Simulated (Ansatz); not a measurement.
# Diamond alloy of Si and Ge (8 of 64 Si sites exchanged), 64 atoms

Ansatz, PAW, plane waves. PBEsol relaxation of volume and atoms (shape held) at the single k point (¼, ¼, ¼) without its symmetry partners; single points on the relaxed atoms at the Γ point alone, onto which points of the small cell's zone fold. Arrangement: quasirandom. No spin–orbit coupling unless named.

Relaxed structure:

```
CELL_PARAMETERS angstrom
10.91920 0.00000 0.00000
0.00000 10.91920 0.00000
0.00000 0.00000 10.91920
ATOMIC_POSITIONS crystal
Si 0.00241 0.00134 0.99770
Si 0.00069 0.99911 0.50019
Si 0.00009 0.50013 0.99968
Si 0.00121 0.50082 0.50082
Si 0.49574 0.99923 0.49982
Si 0.49945 0.50020 0.49948
Si 0.12731 0.12346 0.12313
Si 0.12487 0.12515 0.62493
Si 0.12533 0.62430 0.12539
Si 0.12509 0.62588 0.62547
Si 0.62685 0.12864 0.12735
Si 0.62618 0.62614 0.12684
Si 0.62522 0.62366 0.62477
Si 0.24931 0.25061 0.99983
Si 0.25031 0.25017 0.50079
Si 0.24857 0.74988 0.99949
Si 0.24940 0.74976 0.49990
Si 0.75060 0.25021 0.99942
Si 0.75064 0.74621 0.00020
Si 0.75165 0.74847 0.50191
Si 0.37328 0.37333 0.12661
Si 0.37490 0.37604 0.62520
Si 0.37253 0.87313 0.12650
Si 0.37329 0.87482 0.62468
Si 0.87367 0.37712 0.12354
Si 0.87806 0.37769 0.62716
Si 0.87665 0.87465 0.62523
Si 0.24957 0.99931 0.25034
Si 0.24957 0.00005 0.74950
Si 0.25019 0.49988 0.25051
Si 0.24889 0.49999 0.74952
Si 0.75032 0.00293 0.25035
Si 0.75397 0.99966 0.75037
Si 0.75006 0.50122 0.25018
Si 0.75055 0.49994 0.75012
Si 0.37401 0.12532 0.37504
Si 0.37227 0.12740 0.87402
Si 0.37455 0.62498 0.37559
Si 0.37277 0.62621 0.87327
Si 0.87621 0.12277 0.37550
Si 0.87646 0.12603 0.87521
Si 0.87600 0.62445 0.37616
Si 0.87579 0.62440 0.87506
Si 0.00090 0.25049 0.75024
Si 0.00187 0.74838 0.25190
Si 0.00016 0.74984 0.75040
Si 0.49928 0.25034 0.25085
Si 0.49763 0.25207 0.75170
Si 0.49760 0.74775 0.24863
Si 0.49748 0.74784 0.74645
Si 0.12713 0.37703 0.37742
Si 0.12511 0.37550 0.87549
Si 0.12540 0.87485 0.37561
Si 0.12537 0.87524 0.87421
Si 0.62340 0.37756 0.37307
Si 0.62671 0.37356 0.87348
Ge 0.49855 0.00219 0.00216
Ge 0.49995 0.49964 0.99977
Ge 0.62290 0.12367 0.62680
Ge 0.75150 0.25270 0.49918
Ge 0.87620 0.87539 0.12468
Ge 0.00115 0.25025 0.24944
Ge 0.62418 0.87449 0.37492
Ge 0.62601 0.87221 0.87323
```

Q: What are the mean bond lengths by pair (pairs within 1.2 times the sum of covalent radii, less contacts 15 % beyond the pair's median; cation–cation pairs of compounds aside; long ionic contacts are cut short by that bound)?

A: Ge–Ge 2.432 ± 0.004 Å (standard deviation, 2 bonds); Ge–Si 2.391 ± 0.005 Å (standard deviation, 28 bonds); Si–Si 2.355 ± 0.005 Å (standard deviation, 98 bonds).

Q: What gap lies between the top filled and the lowest empty level in the single points?

A: HSE06 1.22 eV (2.9 min on 7 threads of Neoverse-V2). An indirect band minimum needn't fold onto Γ of this cell; where it doesn't, these gaps are too wide.
